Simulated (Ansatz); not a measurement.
# Where the states of WS2 lie

```cif
data_structure
_symmetry_space_group_name_H-M 'P 1'
_symmetry_Int_Tables_number 1
_cell_length_a 3.1800
_cell_length_b 3.1800
_cell_length_c 12.5000
_cell_angle_alpha 90.000
_cell_angle_beta 90.000
_cell_angle_gamma 120.000
_cell_volume 109.47
loop_
_atom_site_label
_atom_site_type_symbol
_atom_site_fract_x
_atom_site_fract_y
_atom_site_fract_z
_atom_site_occupancy
W1 W 0.33333 0.66667 0.25000 1
W2 W 0.66667 0.33333 0.75000 1
S1 S 0.33333 0.66667 0.62000 1
S2 S 0.66667 0.33333 0.12000 1
S3 S 0.33333 0.66667 0.88000 1
S4 S 0.66667 0.33333 0.38000 1
```

The runs use the primitive cell with vectors (3.180, 0.000, 0.000), (-1.590, 2.754, 0.000), (0.000, 0.000, 12.500) Å, to which the k mesh refers.

The cell comes from COD entry 5910003, which wasn't checked; take it as a given geometry. It differs from other determinations.

Spin–orbit coupling is left out, though it moves levels of the heavy atoms by tenths of an eV or more.

The calculation used Ansatz 0.2.0, DFT, PBE, all-electron LAPW, scalar-relativistic.

Sampling and basis: a Γ-centred 10×10×3 k mesh, Fermi–Dirac smearing of 0.05 eV, basis error target 0.5 meV/atom, no spin polarisation.

States per eV and cell, averaged over 0.6 eV, from -7.5 to 5.5 eV, with energies (bin centres) from the valence-band top; empty bins are left out. The partial columns, the largest 3 alone, are projections on Löwdin-orthogonalised atomic shells (those that the program's projection atoms carry: the occupied ones and, for some elements, an empty d or f shell; other empty shells have no column), summed over atoms of an element. Weights on diffuse s and p shells depend on that basis and aren't pure angular character.

```csv
E (eV),total,S 3p,W 5d,W 6s
-7.3,0.04,0.02,0.01,0.00
-6.7,1.49,0.94,0.30,0.14
-6.1,4.50,2.73,1.22,0.32
-5.5,4.14,2.72,1.11,0.10
-4.9,4.12,2.56,1.02,0.19
-4.3,4.64,2.84,1.33,0.12
-3.7,5.65,3.60,1.80,0.03
-3.1,3.67,2.22,1.28,0.02
-2.5,7.36,5.09,1.90,0.03
-1.9,4.12,3.16,0.79,0.01
-1.3,4.68,1.69,2.74,0.06
-0.7,2.13,0.61,1.41,0.02
-0.1,0.14,0.05,0.08,0.00
1.1,0.50,0.18,0.27,0.00
1.7,3.63,1.14,2.23,0.06
2.3,8.34,2.63,5.17,0.10
2.9,6.09,1.72,3.76,0.10
3.5,3.98,1.59,2.00,0.01
4.1,3.09,1.25,1.49,0.01
4.7,1.37,0.39,0.55,0.18
5.3,1.27,0.17,0.07,0.55
```

(1) Which of the resolved shells contributes most in the top eV of the valence band?

Results:

(1) W 5d, with 66 % of all states there; S 3p follows with 29 %.
